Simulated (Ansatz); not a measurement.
**MgMo: one input, then a changed one**

The cell was built from the L11 type and relaxed in the same program; it needn't be a known or the stable phase. The listed cell was then made from it by scaling, straining or moving an atom.

First run: DFT, PBEsol, PAW with Ansatz's default frozen-core files, scalar-relativistic (Ansatz 0.2.0).

Command: `ansatz run input.yaml --threads 1 --pin off --max-ram 2048MiB --backend cpu --events-out ev --progress --plain --runs-dir out` The run took 19 s on 1 thread of Intel(R) Xeon(R) Processor @ 2.50GHz (Skylake/Cascade Lake) (shared host), peak memory 0.44 GiB.

```yaml
crystal:
  lattice:
    - [1.3793569998, -0.7963721351, 4.7775338961]
    - [0.0, 1.5927442703, 4.7775338961]
    - [-1.3793569998, -0.7963721351, 4.7775338961]
  atoms:
    - { symbol: Mg, position: [0.0, 0.0, 0.0] }
    - { symbol: Mo, position: [0.5, 0.5, 0.5] }
kpoints:
  mp_grid: { grid: [13, 13, 13] }
scf:
  occupations: { method: fermi_dirac, width: 0.03 }
hamiltonian:
  xc: pbesol
  pseudopotentials: { kind: paw }
output:
  forces: true
  stress: true
  eigenvalues: true
  efg: { contact_densities: true }
  write_density: true
  write_potential: true
  elf: true
  volumetric_format: npy
```

Result: converged; pressure 8.95 GPa; no gap on the k mesh; 6 SCF iterations.

The input is then changed:

```diff
@@ -12,5 +12,5 @@
   occupations: { method: fermi_dirac, width: 0.03 }
 hamiltonian:
-  xc: pbesol
+  xc: rpbe
   pseudopotentials: { kind: paw }
 output:
```

Question: Predict the outcome of the changed run.

Answer: It converged; pressure 16.48 GPa; no gap on the k mesh; 6 SCF iterations.

The results part of its log:

```
SCF 1 converged in 6 iterations: F = -6888.545128 eV  dr2 = 1.33e-8
  greatest PAW one-centre occupation: 1.000 electrons in one spin orbital (limit 2), on the Mg atom at site 0 (counted from 0), in its partial waves of l = 0
SCF converged after 6 iterations
Free energy (F): -6888.545128 eV
Harris-Foulkes:  -6888.545128 eV  (|F-HF|=1.58e-8)
Internal energy: -6888.538952 eV  (E = F + TS)
E sigma→0 (E₀):  -6888.542040 eV
Entropy (-TS):   -0.006176 eV (-3.088 meV/atom)
Fermi energy:    14.802784 eV
--- Per-component energies (eV) ---
  E_band       = -394.277964
  E_kinetic    = 519.239388
  E_local      = -2323.600315  (includes V_loc(G=0)·N_el)
  E_nonlocal   = 238.617075
  E_hartree    = 803.467491
  E_xc         = -213.679659
  E_vxc        = -267.619774  (∫ρ·V_xc dr)
  E_paw        = -3501.989976  (= ΣΔE_a)
  E_vpaw       = -167.852696  (= ΣTr[D̂ρ^β])
  E_aug_tail   = 0.000041  (compensation charges beyond the density's cutoff)
  E_ewald      = -2410.476371
  E_core_change = -0.116625  (= ΣΔE_core)
  E_smearing   = -0.006176  (= −TS)
  E_closure    = 0.000000  (closes the sum)
  Σ components = -6888.545128   (vs F -6888.545128, Δ=0.00e0)
--- Forces (eV/Å), atoms counted from 1 ---
  atom   1  Mg     0.00000000     0.00000000    -0.00000000
  atom   2  Mo    -0.00000000     0.00000000     0.00000000
  max |Σ_I F_I| component: 1.58e-29 eV/Å
--- Stress (GPa, compression-positive) ---
       17.593565       0.000000       0.000000
        0.000000      17.593565      -0.000000
        0.000000      -0.000000      14.247562
  P = ⅓ Tr σ = 16.4782 GPa (164.782 kbar)
--- PAW observables at the nuclei: V_zz in 10²¹ V/m², potentials from the cell's mean, atoms counted from 1 ---
  atom   1  Mg V_zz =    -1.827922   η = 0.0000   by run symmetry: allowed
            electrostatic potential = -1110.454569 V   contact ρ = 7810.641390 e/Å³
  atom   2  Mo V_zz =   +11.606341   η = 0.0000   by run symmetry: allowed
            electrostatic potential = -6355.634013 V   contact ρ = 595582.423473 e/Å³
--- Band table (eV; the first three rows and the last of 231) ---
  k-point 0: bands = ["-60.3954", "-45.8379", "-26.9268", "-26.9268", "-26.9155", "-20.0243", "-19.1992", "-19.1992", "7.1365", "10.9117", "13.9514", "14.5512", "14.5512", "17.2045", "17.2045", "19.0264"]
  k-point 1: bands = ["-60.3945", "-45.8267", "-26.9338", "-26.9284", "-26.9142", "-20.0134", "-19.2745", "-19.2162", "7.3181", "11.1172", "13.7506", "14.3535", "14.7544", "17.1314", "17.3467", "19.1281"]
  k-point 2: bands = ["-60.3922", "-45.7954", "-26.9532", "-26.9330", "-26.9108", "-19.9831", "-19.4798", "-19.2629", "7.8405", "11.6400", "13.2900", "13.9368", "15.3469", "16.9352", "17.6239", "19.4665"]
  k-point 230: bands = ["-60.3945", "-45.8268", "-26.9339", "-26.9284", "-26.9107", "-20.0228", "-19.2744", "-19.2163", "8.8568", "9.5487", "12.5596", "14.3530", "14.7588", "16.8667", "17.1808", "22.1757"]
```
